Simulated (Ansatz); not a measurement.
Clean, relaxed (111) surface of W, space group Im-3m (No. 229) (top face towards +c; atoms held fixed, by place in the list: 1, 2, 3, 4):

```yaml
crystal:
  lattice:
    - [4.46094, 0.00000, 0.00000]
    - [-2.23047, 3.86329, 0.00000]
    - [0.00000, 0.00000, 24.28468]
  atoms:
    - { symbol: W, position: [0.66667, 0.33333, 0.35001] }
    - { symbol: W, position: [0.33333, 0.66667, 0.38751] }
    - { symbol: W, position: [0.00000, 0.00000, 0.42501] }
    - { symbol: W, position: [0.66667, 0.33333, 0.46250] }
    - { symbol: W, position: [0.33333, 0.66667, 0.50044] }
    - { symbol: W, position: [0.00000, 0.00000, 0.53720] }
    - { symbol: W, position: [0.66667, 0.33333, 0.58009] }
    - { symbol: W, position: [0.33333, 0.66667, 0.60956] }
    - { symbol: W, position: [0.00000, 0.00000, 0.63921] }
```

The calculation used DFT PBEsol, scalar-relativistic, plane waves, PAW (Ansatz). Settings: cutoff 420 eV, Γ-centred mesh 9×9×1 on the computed 9-atom cell, Gaussian smearing of 0.10 eV; no spin polarisation. A dipole correction removes the field between periodic images along c.

Si (atom) is adsorbed on the top face, one adsorbate per 17.2 Å², and relaxed from 3 starting sites (fractions of a and b). The adsorption energy is E(slab + adsorbate) − E(slab) − E(free adsorbate, spin-polarised where open-shell). Heights count from the highest slab atom after relaxation. Δφ is the top face's. Δp counts per cell along +c. Bonded neighbours lie within 1.25 times the sum of covalent radii (1.35 for H) and, on that scale, within 12 % of the closest. With the adsorbate the cell is lengthened along c to keep the vacuum.

```
                       start ends at E_ads (eV) height (Å) shortest contact  Δφ (eV)  Δp (e·Å)
     top (W) at (0.00, 0.00) (0.00, 0.00), 1 bonded neighbour (W)       -3.20        2.43       Si–W 2.44 Å    +0.91    -0.087
bridge (W-W) at (0.17, 0.33) (0.26, 0.53), 2 bonded neighbours (W)       -5.18        1.40       Si–W 2.39 Å    +0.89    -0.105
     top (W) at (0.33, 0.67) (0.33, 0.67), 1 bonded neighbour (W)       -5.08        1.44       Si–W 2.36 Å    +0.88    -0.106
```

Among the sites tried, the lowest end comes from the bridge (W-W) at (0.17, 0.33) start; other sites may lie lower.

Each end is the local minimum or symmetric point that its start leads to. The slab is only 7.3 Å thick, so the energies aren't converged with thickness.

For at least one of the starts the bottom face's work function also shifts by over 0.1 eV: the slab is too thin to screen the adsorbate, so the work functions aren't converged with thickness.

The adsorbed runs have no spin polarisation, so weakly bound open-shell ends lie too high.